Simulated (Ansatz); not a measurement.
NbB$_{2}$:
```cif
data_B4Nb2
_chemical_formula_sum 'Nb2 B4'
_space_group_name_H-M_alt 'I4/mmm'
_space_group_IT_number 139
_space_group_name_Hall '-I 4 2'
_cell_length_a 3.23181
_cell_length_b 3.23181
_cell_length_c 6.10992
_cell_angle_alpha 90.000
_cell_angle_beta 90.000
_cell_angle_gamma 90.000
loop_
_atom_site_label
_atom_site_type_symbol
_atom_site_symmetry_multiplicity
_atom_site_Wyckoff_symbol
_atom_site_fract_x
_atom_site_fract_y
_atom_site_fract_z
_atom_site_occupancy
Nb1 Nb 2 a 0.00000 0.00000 0.00000 1
B1 B 4 e 0.00000 0.00000 0.36950 1
```
(The calculation used a cell of 3 atoms; values per cell refer to that cell.)

This is the PBEsol-relaxed structure.

Q: All from DFT-PBEsol in the program Ansatz with PAW potentials, unless another level is named. Give the electronic character.

A: metallic (no gap).

Q: Next, the formation energy from the elements (no fitted shifts)?

A: 0.19 eV/atom.

Q: Predict the density of states at the Fermi level.

A: 0.39 states/eV per atom (mean over ±0.08 eV).

Q: Next, the gap with spin–orbit coupling?

A: none (metallic).

A made-up cell: these elements were put on the sites of a structure type; neither database checked (COD, Materials Project) lists it. COD files the formula under space group No. 191. Its standing as an ambient phase is unchecked. The PBEsol relaxation kept the symmetry of its start; its stability against distortions is not shown here. The run is not spin-polarised. The references are the lowest solids computed at this level, not always the standard phases. Spin–orbit coupling is left out wherever it is not named.

Potentials: the earlier of the program's two PAW sets. The files were generated under PBE; for other functionals the program regenerates the frozen cores, and for LDA and PBEsol the local potential too.
